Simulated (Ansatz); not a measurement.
The relaxed structure here is a generated cell of Ge3N4: the first start was made by a random draw of sites in a space group, and the end was not matched to a known phase here, so it may be hypothetical.

One stationary structure of Ge3N4. Space group P-4 (No. 81). Calculation: PBE (plane waves to 420 eV, PAW, scalar-relativistic; Ansatz, a quantum-chemistry and plane-wave program).

```cif
data_Ge3N4
_chemical_formula_sum 'Ge3 N4'
_space_group_name_H-M_alt 'P-4'
_space_group_IT_number 81
_space_group_name_Hall 'P -4'
_cell_length_a 5.04752
_cell_length_b 5.04752
_cell_length_c 3.05835
_cell_angle_alpha 90.000
_cell_angle_beta 90.000
_cell_angle_gamma 90.000
loop_
_atom_site_label
_atom_site_type_symbol
_atom_site_symmetry_multiplicity
_atom_site_Wyckoff_symbol
_atom_site_fract_x
_atom_site_fract_y
_atom_site_fract_z
_atom_site_occupancy
Ge1 Ge 2 g 0.00000 0.50000 0.19910 1
Ge2 Ge 1 b 0.00000 0.00000 0.50000 1
N1 N 4 h 0.29136 0.17847 0.26661 1
```

Q: What is the computed band gap (PBE)?

A: 0.76 eV, indirect (valence top at 60 % of the way from Γ to X, conduction bottom at Γ) (no spin-orbit coupling).

Q: Give the smallest direct gap at the level PBE.

A: 0.83 eV at Γ.

No spin polarisation in the result.

The run could not lose the symmetry of its start; a randomly shaken copy of 7 atoms returns to this structure.
